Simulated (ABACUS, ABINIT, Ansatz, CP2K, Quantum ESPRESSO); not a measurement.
**One calculation of GaF, 6 ways**

```xyz
2
Lattice="3.1659 0.0000 0.0000 0.0000 3.1659 0.0000 0.0000 0.0000 3.1659" Properties=species:S:1:pos:R:3 pbc="T T T"
Ga    0.0000    0.0000    0.0000
F     1.5830    1.5830    1.5830
```

The cell comes from a database or a generator and needn't be the stable form of this composition.

Alike in all runs: task single point; functional PBE; k mesh 8 × 8 × 8; occupations fermi-dirac, width 0.05 eV; no spin polarisation; no spin-orbit coupling. Pressure is positive in compression and, in plane waves, holds the error of the finite cutoff, which Ansatz's Pulay term estimates and takes out.

```csv
program and potentials,plane-wave cutoff (eV),notes,band gap (eV),pressure (GPa)
"Ansatz, all-electron LAPW, scalar-relativistic",-,-,0.33,0.04
"ABINIT, JTH PAW PBE v2.0",626,-,?,?
"ABACUS, PseudoDojo NC SR 0.4.1 PBE standard, plane waves",1143,-,0.34,-0.06
"Ansatz, Ansatz PAW (earlier soft set)",420,Pulay term of +0.24 GPa included,0.34,0.06
"CP2K, POTENTIAL_UZH Ga GTH-PBE-q13, F GTH-PBE-q7; TZVP-MOLOPT-PBE-GTH basis",-,atomic basis,0.35,0.21
"Quantum ESPRESSO, SSSP 1.3 efficiency PBE",952,-,0.34,-0.06
```

Question: Estimate from the other rows what the run with ABINIT, JTH PAW PBE v2.0 gave.

Answer: Band gap 0.34 eV; pressure -0.14 GPa. The other rows, which needn't bracket it: band gap 0.33 to 0.35; pressure -0.06 to 0.21.
